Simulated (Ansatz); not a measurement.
## PbO-type LaP

Computed with Ansatz (plane waves, PAW, 420 eV cutoff): PBEsol, scalar-relativistic, no spin polarisation, Γ-centred 6×6×8 mesh, 0.05 eV Gaussian smearing. The datasets are Ansatz's generated set soft_2.

```
CELL_PARAMETERS angstrom
5.15140 0.00000 0.00000
0.00000 5.15140 0.00000
0.00000 0.00000 3.60006
ATOMIC_POSITIONS crystal
La 0.50000 0.00000 0.36609
La 0.00000 0.50000 0.63391
P 0.00000 0.00000 0.00000
P 0.50000 0.50000 0.00000
```

This is a trial structure; measured cells of the compound in the Crystallography Open Database are in space group Fm-3m (rock salt).

| Property | Result |
| --- | --- |
| Space group | P4/nmm (No. 129) |
| Volume | 23.88 Å³/atom |
| Band gap | zero (metallic) |
| f electrons (orthogonalised atomic orbitals) | La 0.28 |
| Bulk modulus (Birch–Murnaghan) | 59 GPa |
| Pressure derivative B0′ | 5.1 |

What does PBEsol give for the formation energy from the elements (0 K, uncorrected)?

-1.31 eV/atom.

Fill in the density of states at the Fermi level (PBEsol).

about 0.08 states/(eV·atom) (so small a value isn't resolved on this mesh).

Formal charges La³⁺, P³⁻ balance and leave closed shells on every ion, yet the run finds no gap: the anions' valence bands overlap the cations' empty bands by 0.4 eV on the mesh. A better functional would shrink the overlap, but with one this large it would likely leave a semimetal or metal.

No spin–orbit coupling, a notable omission for heavy elements.
